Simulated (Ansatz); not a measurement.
AlInSb2:
```
AlInSb2
1.0
    4.49793     0.00000     0.00000
    0.00000     4.49793     0.00000
    0.00000     0.00000     6.35828
Al In Sb
1 1 2
Direct
  0.00000   0.00000   0.00000
  0.50000   0.50000   0.50000
  0.00000   0.50000   0.23318
  0.50000   0.00000   0.76682
```

Relaxed with r²SCAN.

### Question
Map the valence electron density (e/Å³), cut off at 0.4 on the plane through (0.000, 0.000, 0.000) spanned by u = [1, 0, 0] and v = [0, 0, 1] in lattice vectors, from r²SCAN in the plane-wave PAW code Ansatz.

### Answer
x is the fraction of u, y of v (the angle between them is 90°; rows are the nearest grid lines); atoms in the plane: Al at (0.00, 0.00), Sb at (0.50, 0.77).
```
|11134544333333344543111|
|11235666556665566653211|
|23467899999999999876432|
|34568999999999999986543|
|33456999999999999965433|
|22345899999999999854322|
|11234799999999999743211|
|00113489999999998431100|
|00012369999999996321000|
|00001124689998642110000|
|00000112345654321100000|
|00000011233333211000000|
|00000000011111000000000|
|00000000000000000000000|
|00000000000000000000000|
|00000000000000000000000|
|00000000000000000000000|
|11110000000000000001111|
|22111000000000000011122|
|33221100000000000112233|
|33332110000000001123333|
|22332211100000111223322|
|11123332222222223332111|
|11134544333333344543111|
```
Scale: ten equal steps from 0.010 (start of '0') to 0.400 (end of '9'), in the order '0123456789'; x runs from 0.000 to 1.00, y from 0.000 (bottom) to 1.00 (top).

The density is the valence pseudo-density with augmentation charge, so density and ELF within about 1 Å of a nucleus are not all-electron values.

Space group P-4m2. The first step of the workflow began from a Materials Project structure, measured or hypothetical; the Crystallography Open Database copy checked does not list it. With Al and In taken as one species the cell has the higher symmetry F-43m, so it may be an ordered model of a mixed-site phase. Its standing as an ambient phase is unchecked. The cell was relaxed with r²SCAN under the symmetry of its start; its stability against distortions is not shown here. Scalar-relativistic: spin–orbit coupling is off unless named, which matters more the heavier the elements.

Potentials: the later of the program's two PAW sets.
